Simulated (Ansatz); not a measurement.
AgPt3: all-electron results

```yaml
crystal:
  lattice:
    - [3.90000, 0.00000, 0.00000]
    - [0.00000, 3.90000, 0.00000]
    - [0.00000, 0.00000, 3.90000]
  atoms:
    - { symbol: Ag, position: [0.00000, 0.00000, 0.00000] }
    - { symbol: Pt, position: [0.00000, 0.50000, 0.50000] }
    - { symbol: Pt, position: [0.50000, 0.00000, 0.50000] }
    - { symbol: Pt, position: [0.50000, 0.50000, 0.00000] }
```

Atoms are numbered in the order listed.

The cell is COD entry 1509516, as deposited and not checked against the literature; nothing was relaxed. It is an old determination, and later ones may differ.

Spin polarisation is left out, and whether a magnetic state lies lower isn't shown here.

No spin–orbit coupling, which matters for the heavy atoms here.

Methods: DFT, LDA, all-electron LAPW, scalar-relativistic (Ansatz 0.2.0); DFT, LDA, PAW with Ansatz's default frozen-core files, scalar-relativistic (Ansatz 0.2.0).

For LAPW: a Γ-centred 9×9×9 k mesh, Fermi–Dirac smearing of 0.08 eV, basis error target 0.5 meV/atom, no spin polarisation. PAW takes a cutoff of 420 eV at this cell (files made with PBE, cores remade for this functional). The Ansatz runs share mesh, smearing and spin set-up. Values come from LAPW unless marked.

* Löwdin charges (with 0.53 e of the cell spilling out of the atomic basis, so their sizes and signs hang on that basis): Ag1 0.41, Pt2 0.04 e
* Pressure at this cell: 2.31 GPa
* Volume per atom: 14.83 Å³

Give the computed value. Density of states at the Fermi level (0.2 eV bin).

3.09 states/eV per cell.

Give the computed value. Bader charges (from the PAW run).

Ag1 +0.27, Pt2 -0.09 e.

Band gap: what does the calculation give?

none: with an odd electron count and no spin polarisation the bands can't all be full, a metal in this set-up (in compounds, spin order or a distortion in a larger cell can open a gap).
